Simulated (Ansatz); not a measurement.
Given:

BRu:
```
BRu
1.0
    2.69375     0.00000     0.00000
    0.00000     2.69375     0.00000
    0.00000     0.00000     2.69375
Ru B
1 1
Direct
  0.00000   0.00000   0.00000
  0.50000   0.50000   0.50000
```

This is the PBE-relaxed structure.

All from DFT-PBE in the program Ansatz with PAW potentials, unless another level is named. Give the density of states at the Fermi level.

0.54 states/eV per atom (mean over ±0.08 eV).

And the formation energy from the elements (no fitted shifts)?

6.8 kJ/mol of atoms.

And the gap with spin–orbit coupling?

none (metallic).

Space group Pm-3m (CsCl type). A made-up cell: these elements were put on the sites of a structure type; neither database checked (COD, Materials Project) lists it. Its standing as an ambient phase is unchecked. The PBE relaxation kept the symmetry of its start; its stability against distortions is not shown here. No spin polarisation was allowed. The references are the lowest solids computed at this level, not always the standard phases. Scalar-relativistic: spin–orbit coupling is off unless named, which matters more the heavier the elements.

Potentials: the earlier of the program's two PAW sets.
